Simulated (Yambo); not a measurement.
BSE-type run in Yambo on CdI$_{2}$ (CdI2 type, space group P-3m1, No. 164), at zero momentum. PBEsol wavefunctions on a 3×3×2 mesh, a = 4.242 Å, b = 4.242 Å, c = 6.817 Å, α = 90.00°, β = 90.00°, γ = 120.00°.

Yambo input:
```
rim_cut
optics
bse
bss
dipoles
em1s
RandQpts= 1000000
RandGvec= 1 Ry
FFTGvecs= 40 Ry
Chimod= "HARTREE"
BSKmod= "SEX"
BSEmod= "resonant"
BSSmod= "hs"
BSENGexx= 15 Ry
BSENGBlk= 4 Ry
% KfnQP_E
 1.248 | 1.0 | 1.0 |
%
% BSEQptR
 1 | 1 |
%
% BSEBands
 23 | 50 |
%
% BEnRange
 0.0 | 11.7 | eV
%
% BDmRange
 0.15 | 0.15 | eV
%
BEnSteps= 234
% BLongDir
 1.0 | 0.0 | 0.0 |
%
BSHayTrs= -0.02
BSSNEig= 48
WRbsWF
% BndsRnXs
 9 | 120 |
%
NGsBlkXs= 4 Ry
% LongDrXs
 1.0 | 1.0 | 1.0 |
%
```

From the report:

The dimension is k points × valence × conduction bands = 18 × 12 × 16 = 3456.
```
   [SLEPC] Approach                          : Krylov-Schur
   [SLEPC] Number of requested eigenvalues   :   48
   [SLEPC] Number of eigenvalues        [NEV]:   48
    [K] Dimension                                    :   3456
    [K] Bands                                        :   23   50
    [K] Exchange res                                 : yes
    [K] Correlation res                              : yes
    [K] W interaction is bare                        : no
    [K] RL vectors exchange                          :   701
    [K] RL vectors correlation                       :  111
    [W] Matrix size                                  :  111
    [W] Bands                                        :    9  120
    [W] Coulomb Cutoff                               : none
    [W] Hxc Kernel                                   : HARTREE
```

Spin-orbit coupling is included.

Geometry relaxed with PBE+D3(BJ).
